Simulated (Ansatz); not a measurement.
A trial cell of Be was relaxed with r2SCAN (plane waves to 500 eV, PAW, scalar-relativistic; Ansatz, an electronic-structure program).

Before: P6₃/mmc (No. 194), hP6; a = 4.630 Å, b = 4.630 Å, c = 2.634 Å, α = 90.00°, β = 90.00°, γ = 120.00°.

After relaxation:

Simulated powder pattern, Cu Kα1, λ = 1.54056 Å (kinematic, ideal powder, no thermal factors, no anomalous dispersion; the 24 strongest lines at most, above 1 %, up to 2θ = 90°):

```csv
2θ (°),I/Imax (%)
23.89,100
42.01,15
45.12,36
48.90,85
51.69,16
63.34,8.8
66.39,7.7
68.71,63
76.75,2.6
83.91,8.6
```

### Question
Identify the relaxed structure from its pattern: crystal system, space group and cell.

### Answer
Hexagonal, P6/mmm (No. 191), hP3; a = b = 4.2981 Å, c = 2.0077 Å, α = β = 90.00°, γ = 120.00°. Sites: Be 3g (0.500, 0.500, 0.500).

### Question
Index the strongest lines.

### Answer
23.89° (1 0 -1 0), 45.12° (0001), 48.90° (2 0 -2 0), 51.69° (1 0 -1 1), 68.71° (2 0 -2 1).

No spin polarisation in the result.

The run could not lower the symmetry of its start; a shaken copy of this end point relaxes with r2SCAN to P6₃/mmc (No. 194), 0.94 eV/atom lower.

The relaxed structure here is a generated cell of Be: the first start was made by placing the elements on the sites of a structure type, and the end was not matched to a known phase here, so it may be hypothetical. Known forms of Be include space group No. 194.
